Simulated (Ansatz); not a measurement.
A geometry of ZrO₂ away from equilibrium: step 6 of the relaxation of a generated cell, ZrO2 built in the AFLOW prototype A2B_oC12_63_2c_c (C49, as in ZrSi2). Calculation: PBE (plane waves to 420 eV, PAW, scalar-relativistic; Ansatz, an electronic-structure program). Γ-centred k-mesh 7×7×7 on the run's cell (coarser than for final values), Fermi–Dirac smearing 0.05 eV. The plane waves were selected for a different cell earlier on the path.

```
ZrO2
1.0
    1.59283    -6.53584     0.00000
    1.59283     6.53584     0.00000
    0.00000     0.00000     3.24699
O Zr
4 2
Direct
  0.91317   0.08683   0.25000
  0.08683   0.91317   0.75000
  0.25161   0.74839   0.25000
  0.74839   0.25161   0.75000
  0.64466   0.35534   0.25000
  0.35534   0.64466   0.75000
```

Question: Give the Cartesian forces on all atoms (eV/Å).

Answer: 
```json
[
 {"atom": "O1", "Fx": "0.00", "Fy": "0.35", "Fz": "0.00"},
 {"atom": "O2", "Fx": "0.00", "Fy": "-0.35", "Fz": "0.00"},
 {"atom": "O3", "Fx": "0.00", "Fy": "0.08", "Fz": "0.00"},
 {"atom": "O4", "Fx": "0.00", "Fy": "-0.08", "Fz": "0.00"},
 {"atom": "Zr5", "Fx": "0.00", "Fy": "-0.31", "Fz": "0.00"},
 {"atom": "Zr6", "Fx": "0.00", "Fy": "0.31", "Fz": "0.00"}
]
```

The path ends in Cmcm (No. 63). No spin polarisation in the result. Without a van der Waals term the distances between weakly bound units are poorly fixed.

The run could not lose the symmetry of its start, so the end can be a saddle point.

The end of the path is a generated cell of ZrO2: the first start was made by placing the elements on the sites of a structure type, and the end was not matched to a known phase here, so it may be hypothetical. Known forms of ZrO2 include space group No. 14, 137, 225.
